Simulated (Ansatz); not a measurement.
# Cs₂C₂ICl₄: settings compared (Ansatz)

Launch command:

```bash
ansatz run input.yaml --threads 1 --pin off --max-ram 2560MiB --backend cpu --events-out ev --progress --plain --runs-dir out
```

input.yaml:

```yaml
crystal:
  lattice:
    - [6.08562, 3.934637, 0.0]
    - [6.08562, -3.934637, 0.0]
    - [1.07224, 0.0, -5.850817]
  atoms:
    - { symbol: I, position: [0.0, 0.0, 0.0] }
    - { symbol: Cs, position: [0.66496, 0.66496, 0.67913] }
    - { symbol: Cs, position: [0.33504, 0.33504, 0.32087] }
    - { symbol: Cl, position: [0.64544, 0.1508, 0.7934] }
    - { symbol: Cl, position: [0.8492, 0.35456, 0.2066] }
    - { symbol: Cl, position: [0.35456, 0.8492, 0.2066] }
    - { symbol: Cl, position: [0.1508, 0.64544, 0.7934] }
    - { symbol: C, position: [0.1185, 0.1185, 0.7626] }
    - { symbol: C, position: [0.8815, 0.8815, 0.2374] }
  symmetry: { tolerance: 0.0003 }
kpoints:
  mp_grid: { grid: [3, 3, 3], shift: [0, 0, 0] }
magnetization:
  spin_polarized: false
scf:
  occupations: { method: fermi_dirac }
hamiltonian:
  pseudopotentials: { kind: paw }
  xc: r2scan
basis:
  ecutwfc: 500
output:
  forces: true
  stress: true
  eigenvalues: true
```

Origin of the cell: a known structure type with other elements, at an estimated volume, so it need not be a known compound.

The smearing width isn't typed, so it takes its default of 0.1 eV.

Output of this run (shortened):

```
Pseudopotentials: kind: paw
Pseudopotential: I, paw, valence charge 17, recommended cutoff 500 eV (meta_gga), I.paw.azcp
Pseudopotential: Cs, paw, valence charge 9, recommended cutoff 500 eV (meta_gga), Cs.paw.azcp
Pseudopotential: Cl, paw, valence charge 7, recommended cutoff 500 eV (meta_gga), Cl.paw.azcp
Pseudopotential: C, paw, valence charge 4, recommended cutoff 500 eV (meta_gga), C.paw.azcp
Functional definition: r2SCAN
  exchange = r2scan_x(k0 = k0, k1 = k1, a1 = a1)
  correlation = r2scan_c
Crystal: 9 atoms, lattice volume = 280.192 Å³
Basis set: ecut = 500 eV, 7079 PW (Γ), exchange–correlation on 216×216×180 points (64 copies of the dense FFT grid, shifted against one another)
Bands: 45, of which v1, the nominal top of the filled ones, is band 36 counted from 1 (35 counted from 0)
[… 15 lines left out …]
Initial density: superposition of atomic densities (neutral atoms: chi_scale 0, normalization atom), corrected by the library's trained network
Functional: x = r2scan, c = r2scan; τ floored in thin density (d = 2e-4 eV/Å³)
SCF iter   1: F=—  HF=-23732.886850 eV  Δρ=1.74e-2  dr2=1.94e0  dr2_τ=5.56e-2  defer=8
SCF iter   2: F=—  HF=-23732.629070 eV  Δρ=8.22e-3  dr2=1.71e-1  dr2_τ=3.50e-2  defer=15
SCF iter   3: F=—  HF=-23732.611813 eV  Δρ=4.56e-3  dr2=1.24e-1  dr2_τ=2.21e-3  defer=15
SCF iter   4: F=—  HF=-23732.595345 eV  Δρ=1.28e-3  dr2=5.89e-3  dr2_τ=5.17e-4  defer=5
SCF iter   5: F=—  HF=-23732.594800 eV  Δρ=4.83e-4  dr2=8.51e-4  dr2_τ=3.09e-5  defer=13
SCF iter   6: F=—  HF=-23732.594956 eV  Δρ=3.04e-4  dr2=2.90e-4  dr2_τ=1.07e-5  defer=14
SCF iter   7: F=—  HF=-23732.594985 eV  Δρ=1.01e-4  dr2=2.69e-5  dr2_τ=1.06e-6  defer=14
SCF iter   8: F=—  HF=-23732.595091 eV  Δρ=3.83e-5  dr2=6.03e-6  dr2_τ=1.49e-7  defer=14
SCF iter   9: F=—  HF=-23732.595093 eV  Δρ=1.49e-5  dr2=1.03e-6  dr2_τ=2.59e-8  defer=14
SCF iter  10: F=-23732.595093 eV  HF=-23732.595093 eV  Δρ=3.49e-6  dr2=4.47e-8  dr2_τ=1.87e-9
SCF 1 converged in 10 iterations: F = -23732.595093 eV  dr2 = 4.47e-8
SCF converged after 10 iterations
Free energy (F): -23732.595093 eV
Harris-Foulkes:  -23732.595093 eV  (|F-HF|=1.72e-8)
Internal energy: -23732.331276 eV  (E = F + TS)
E sigma→0 (E₀):  -23732.463185 eV
Entropy (-TS):   -0.263816 eV (-29.313 meV/atom)
Fermi energy:    2.513954 eV
--- Per-component energies (eV) ---
  E_band       = -720.674185
  E_kinetic    = 1278.173594
  E_local      = -4753.944395  (includes V_loc(G=0)·N_el)
  E_nonlocal   = 139.348778
  E_hartree    = 2045.549222
  E_xc         = -950.419810
  E_vxc        = -1076.899026  (∫ρ·V_xc dr)
  E_paw        = -17889.785414  (= ΣΔE_a)
  E_vpaw       = -456.323763  (= ΣTr[D̂ρ^β])
  E_aug_tail   = 0.000133  (compensation charges beyond the density's cutoff)
  E_vtau       = 57.880186  (kinetic-family band-sum trace: ∫τ·v_τ [+ j·A + Jᵃ·Aᵃ] dr)
  E_ewald      = -3600.831021
  E_core_change = -0.422363  (= ΣΔE_core)
  E_smearing   = -0.263816  (= −TS)
  Σ components = -23732.595093   (vs F -23732.595093, Δ=0.00e0)
--- Forces (eV/Å), atoms counted from 1 ---
  atom   1  I      0.000000     0.000000     0.000000
[… 3 lines left out …]
  atom   5  Cl     0.212610    -0.261842    -0.173273
  atom   6  Cl     0.212610     0.261842    -0.173273
  atom   7  Cl    -0.212610     0.261842     0.173273
  atom   8  C      2.597423    -0.000000     3.027997
  atom   9  C     -2.597423     0.000000    -3.027997
  max |Σ_I F_I| component: 4.44e-16 eV/Å
--- Stress (GPa, compression-positive) ---
        3.895018      -0.000000       4.049206
       -0.000000       1.014666      -0.000000
        4.049206      -0.000000       5.217857
  P = ⅓ Tr σ = 3.3758 GPa (33.758 kbar)
```

The same input was run again with these changes:

1. `scf.eigensolver.kind` default → davidson; `basis.precision` default → f64; `scf.initial_density.chi_scale` default → 0.1
2. `scf.occupations.method` fermi_dirac → methfessel_paxton; `scf.occupations.width` default → 0.05; `scf.mixing.algorithm` default → msr1; `scf.mixing.beta` default → 0.3; `scf.mixing.ndim` default → 8
3. `kpoints.mp_grid.grid` [3, 3, 3] → [4, 4, 4]; `scf.occupations.width` default → 0.15
4. `kpoints.mp_grid.shift` [0, 0, 0] → [0.5, 0.5, 0.5]; `scf.mixing.preconditioner` default → local_kerker

```
 run        end  SCF iterations  P (GPa)  max force component (eV/Å)  moment (μB)  ΔE(σ→0) (meV/atom)
base  converged              10     3.38                       3.028            –                   0
   1  converged              13     3.38                       3.028            –                0.00
   2  converged              13     3.33                       3.051            –                6.03
   3  converged              10     3.41                       3.055            –               -3.70
   4  converged               8     3.38                       3.030            –               -0.19
```

Energies are compared only where functional, datasets, charge and starting cell are the same.

Caveats of the base run: no moments, though an odd count or open d shells may carry them; no spin-orbit coupling, though heavy elements are present; the k mesh is coarse if the cell is a metal.

The base run took 21 s of wall time on 1 CPU thread(s) of a shared host, from the program's own first density.
